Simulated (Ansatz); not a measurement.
Polymorphs of BP, each relaxed with r²SCAN (plane waves, PAW; program Ansatz):

A: P6_422, a = b = 3.276 Å, c = 7.005 Å, α = β = 90.00°, γ = 120.00°

B: zinc blende (F-43m), a = 4.536 Å, b = 4.536 Å, c = 4.536 Å, α = 90.00°, β = 90.00°, γ = 90.00°

C: Pm-3n, a = b = c = 5.576 Å, α = β = γ = 90.00°

D: wurtzite (P6_3mc), a = 3.1909 Å, b = 3.1909 Å, c = 5.2956 Å, α = 90.00°, β = 90.00°, γ = 120.00°

Task: Order them by energy per atom at 0 K (lowest first) at the level r²SCAN.

Result: B (+0 meV/atom), D (+14 meV/atom), C (+339 meV/atom), A (+549 meV/atom)

Task: Give each one's gap.

Result: A 0.23 eV; B 1.41 eV; C 0.64 eV; D 1.19 eV.

Typed or built starts, not in the databases checked: A; C. Not the usual ambient phase: A; C; D. All cells were relaxed under the symmetry of their starts (and spin orders); stability against distortions was not tested throughout.

Energies hold the estimated change up to a 700 eV cutoff; steps of a few meV lie near the error of the meshes.

Potentials: the later of the program's two PAW sets.
